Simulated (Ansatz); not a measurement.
ZrCu$_{5}$ (space group F-43m)

```
CELL_PARAMETERS angstrom
      0.00000     3.35596     3.35596
      3.35596     0.00000     3.35596
      3.35596     3.35596     0.00000
ATOMIC_POSITIONS crystal
  Zr 0.00000 0.00000 0.00000
  Cu 0.25000 0.25000 0.25000
  Cu 0.62418 0.62418 0.62418
  Cu 0.62418 0.62418 0.12746
  Cu 0.62418 0.12746 0.62418
  Cu 0.12746 0.62418 0.62418
```

The slice is a {111} plane (indices of the conventional cell) through the point (0.624, 0.624, 0.128) (fractional), spanned by u = [100] and v = [-1 2 0] in vectors of this cell: u (4.75 Å) and v (8.22 Å, at 90° to u). It covers one period; positions are fractions (u, v).

All values below come from LDA (plane waves to 420 eV, PAW, scalar-relativistic; Ansatz, a first-principles code). k mesh 12×12×12. These are valence fields of a PAW run, semicore shells included where kept as valence: close to a nucleus they are smooth pseudo fields. ZrCu5 is run without spin polarisation. ZrCu5 was relaxed with its symmetry unable to fall.

Problem. Predict the map of the valence electron density on the slice.

Solution. 
```
v \ u  0.00  0.14  0.29  0.43  0.57  0.71  0.86
-----  ----  ----  ----  ----  ----  ----  ----
0.88   -0.4  -0.6  -0.6   0.4   0.4  -0.6  -0.6
0.75    0.1  -0.4  -0.7  -0.2  -0.2  -0.7  -0.4
0.62    0.5   0.0  -0.7  -0.5  -0.5  -0.7   0.0
0.50   -0.7  -0.8  -0.4   1.4   1.4  -0.4  -0.8
0.38    0.6  -0.2  -0.7  -0.5  -0.5  -0.7  -0.2
0.25   -0.1  -0.5  -0.7  -0.1  -0.1  -0.7  -0.5
0.12   -0.5  -0.6  -0.5   0.4   0.4  -0.5  -0.6
0.00    1.8   0.4  -0.7  -0.7  -0.7  -0.7   0.4
```

Values: log₁₀ of the valence density in e/Å³. The scale is logarithmic, as a density can span decades between atoms and voids.
